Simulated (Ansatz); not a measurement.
A generator proposed this cell of OF3.

```xyz
8
Lattice="4.2500 0.0000 0.0000 0.0000 4.2500 0.0000 0.0000 0.0000 4.2500" Properties=species:S:1:pos:R:3 pbc="T T T"
O     0.0000    0.0000    0.0000
O     2.1250    2.1250    2.1250
F     1.0625    0.0000    2.1250
F     2.1250    3.1875    0.0000
F     3.1875    0.0000    2.1250
F     2.1250    1.0625    0.0000
F     0.0000    2.1250    3.1875
F     0.0000    2.1250    1.0625
```

Level of theory: DFT PBE+D3(BJ), scalar-relativistic, plane waves, PAW in Ansatz 0.2.0. Cutoff 420 eV; k points 4×4×4 on the computed 8-atom cell (Γ-centred); Gaussian smearing, width 0.10 eV; collinear spin from starting moments 1.0 1.0 1.0 1.0 1.0 1.0 1.0 1.0 μB.

Formation energies are uncorrected and refer to the elements' standard structures at the same level (F₂, O₂ as molecules).

**Question.** How far from equilibrium is it?

**Answer.** The pressure is 8.7 GPa (it wants to expand), the largest force is 0.00 eV/Å (symmetry fixes the atoms), and the energy is +0.97 eV/atom against the elements. The shortest distance is 2.12 Å.

**Question.** Is it a good guess?

**Answer.** A fair one: relaxing gains under 0.1 eV/atom (the start's value is from the coarse mesh, so the gain is rough) in 12 ionic steps and ends at +0.94 eV/atom on the finer mesh. The symmetry stays Pm-3n (No. 223). The volume per atom grows by 13.7 %, from 9.6 to 10.9 Å³. The shortest distance goes from 2.12 Å (F–F) to 2.22 Å (F–F). Conventional cell: a = 4.436 Å. O is surrounded by 12 F at 2.48 Å (long against the sum of covalent radii); F is surrounded by 2 F at 2.22 Å, 4 O at 2.48 Å and 8 F at 2.72 Å (long against the sum of covalent radii).

The last run used collinear spin, an 8×8×8 mesh for its 8-atom cell and Gaussian smearing of 0.10 eV. The magnetic state reached may not be the lowest. The relaxation can't lower the symmetry of the start, and the grade says only how near the guess is to its own end. A structure relaxed within its symmetry needn't be a true minimum. Another cell of OF3 relaxed alike, in Im-3m, lies 119 meV/atom lower, so this cell isn't the stable form at this level.
